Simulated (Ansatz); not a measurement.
# What DFT gives for BaSb2Te4

```xyz
7
Lattice="0.0000 6.3979 0.0000 6.3979 0.0000 0.0000 3.1989 3.1989 -6.3968" Properties=species:S:1:pos:R:3 pbc="T T T"
Sb    3.1989    6.3979   -3.1984
Ba    0.0000    0.0000    0.0000
Te    4.9263    4.6704   -4.6697
Te    1.4715    4.6704   -1.7271
Te    7.8694    8.1253   -4.6697
Te    4.9263    1.7274   -1.7271
Sb    3.1989    3.1989    0.0000
```

Method: r2SCAN, no spin polarisation; PAW, plane waves to 500 eV, 5×5×5 Γ-centred mesh, fermi-dirac occupations (width 0.0141 eV) (Ansatz 0.2.0), atoms fixed.

What does the stress say?

The pressure is 11.5 GPa (compression positive), so with the atoms held at these fractions the cell would first expand; the forces are large, so a full relaxation may end otherwise.

Give the Bader charges.

Bader charges in e: Ba +1.12, Sb +0.59, Te -0.57. In the mean Ba gives up most and Te takes most.

Is it stable against the elements?

0.10 eV an atom against the elements' usual phases (free molecules for gases, crystals otherwise, with no correction for O₂ or N₂), so at this geometry it isn't bound against them. Relaxing would lower it.

Metal or insulator? Give the gap.

The gap is 0.25 eV, indirect (the least direct gap found is 0.76 eV).

What is the character of the valence top and the conduction bottom?

Within 0.7 eV of the edges, the states project mainly on Te p (72 %) and Sb s (15 %) below the gap and on Sb p (49 %) and Te p (33 %) above it.

Origin: a known structure type with other elements, at an estimated volume, so it need not be a known compound. Caveats: no spin-orbit coupling, which can shift this gap by tenths of an eV; atoms or cell far from equilibrium.
